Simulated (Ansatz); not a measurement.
**RbCaH$_{3}$: energy along a strain**

RbCaH$_{3}$, Pm-3m, a = 4.547 Å (as given, not relaxed at this level: -2.4 GPa). The structure is a COD entry; whether it is the stable form wasn't checked. Ansatz: LDA, PAW, 420 eV, Γ-centred 6×6×6 mesh on 5 atoms, Gaussian smearing 0.05 eV; no spin polarisation. Cell vectors (Å): 4.547 0.000 0.000; 0.000 4.547 0.000; 0.000 0.000 4.547. The cell is strained by x per cent times the pattern (0 0 0 1 0 0) in the order xx yy zz yz xz xy (engineering shears), with fractional coordinates held. y is the free energy over the start, V0 = 18.802 Å³/atom. Symmetry makes y even in x.

```tsv
x (%)	y (meV/atom)
-4.00	1.48
-2.00	0.37
0.00	0.00
0.50	0.02
1.00	0.09
1.50	0.21
2.50	0.58
3.00	0.83
3.50	?
```

Task: Fit y = c2 x² + c4 x⁴ to the other rows, get the stiffness along the pattern, and predict the missing energy.

Result: Least squares on the rows shown. y = 0.09247 x² + 6.400×10⁻⁷ x⁴. The clamped-ion stiffness p·C·p = 2 × 0.9247 eV × 160.2 / 18.802 Å³ = 15.8 GPa, which is C44 in these axes (second derivative at the start, which stands under stress). At x = 3.50 the fit asked for gives 1.13 meV/atom. The run gave 1.14 meV/atom, so the fit is 0.01 meV/atom too low, a small miss on the scale of the series.